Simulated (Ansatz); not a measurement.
GaSb (CsCl type, space group No. 221) at seven volumes, plane-wave PAW PBEsol (Ansatz code), scaled uniformly. One row is withheld.

```json
[
 {"V (Å³/atom)": "20.125", "P (GPa)": "?"},
 {"V (Å³/atom)": "20.788", "P (GPa)": "4.63"},
 {"V (Å³/atom)": "21.452", "P (GPa)": "2.10"},
 {"V (Å³/atom)": "22.115", "P (GPa)": "0.00"},
 {"V (Å³/atom)": "22.778", "P (GPa)": "-1.65"},
 {"V (Å³/atom)": "23.442", "P (GPa)": "-2.94"},
 {"V (Å³/atom)": "24.105", "P (GPa)": "-4.08"}
]
```

Q: Fit the shown pressures and predict the withheld one.

A: Third-order Birch–Murnaghan: P = (3/2)B₀(x^(7/2) − x^(5/2))[1 + (3/4)(B′ − 4)(x − 1)] with x = (V₀/V)^(2/3). Least squares on the six rows gives V₀ = 22.124 Å³/atom, B₀ = 61.54 GPa, B′ = 6.09. At V = 20.125, x = 1.0652 and P = 7.76 GPa. The run itself gave 7.61 GPa.

Space group Pm-3m (CsCl type). A made-up cell: these elements were put on the sites of a structure type; neither database checked (COD, Materials Project) lists it. It is not the phase usual at ambient conditions (space group No. 216). Symmetry was held in the PBEsol relaxation. At this level the phase is mechanically unstable. Scalar-relativistic: spin–orbit coupling is off unless named, which matters more the heavier the elements.

Potentials: the earlier of the program's two PAW sets. The files were generated under PBE; for other functionals the program regenerates the frozen cores, and for LDA and PBEsol the local potential too.
